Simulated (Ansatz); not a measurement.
MnSb: does the functional change the magnetic order?

```
CELL_PARAMETERS angstrom
4.15000 0.00000 0.00000
-2.07500 3.59401 0.00000
0.00000 0.00000 5.78000
ATOMIC_POSITIONS crystal
Mn 0.00000 0.00000 0.00000
Mn 0.00000 0.00000 0.50000
Sb 0.33333 0.66667 0.25000
Sb 0.66667 0.33333 0.75000
```

The same starts (parallel, antiparallel patterns that fit this cell, and no moments) were run with plane-wave PAW DFT (Ansatz 0.2.0; atoms fixed, collinear spin, no spin-orbit coupling; 9×9×6 Γ-centred mesh, fermi-dirac occupations of width 0.050 eV) at these levels: PBE, 420 eV; r2SCAN, 500 eV.

Q: How do order, exchange and moments depend on the level?

A: The runs give, at zero smearing:

```csv
level,lowest state,mean moment on Mn (μB),parallel less best compensated antiparallel (meV per Mn),gain over no moments (meV per Mn)
PBE,parallel moments,3.42,-114,1019
r2SCAN,parallel moments,3.88,-164,2077
```

Site moments are taken in small spheres that don't touch (radius about 0.4 of the atom's shortest bond), so those of the magnetic atoms read low. Both levels favour parallel moments: the difference runs from -164 to -114 meV per Mn. The moment grows from 3.42 μB under PBE to 3.88 μB under r2SCAN.

The cell is that of a Crystallography Open Database entry, unchanged.

Caveats: only orders that fit this cell were tried, so the true order may need a larger cell or canted moments; atoms and cell are held at the entry's values; differences under about 5 meV per magnetic atom weren't tested against a denser mesh or another U, and are taken as unresolved; r2SCAN overestimates the moments and magnetic energies of itinerant metals; the state without moments isn't the paramagnet, so the last column is no ordering energy, and a U inflates it.
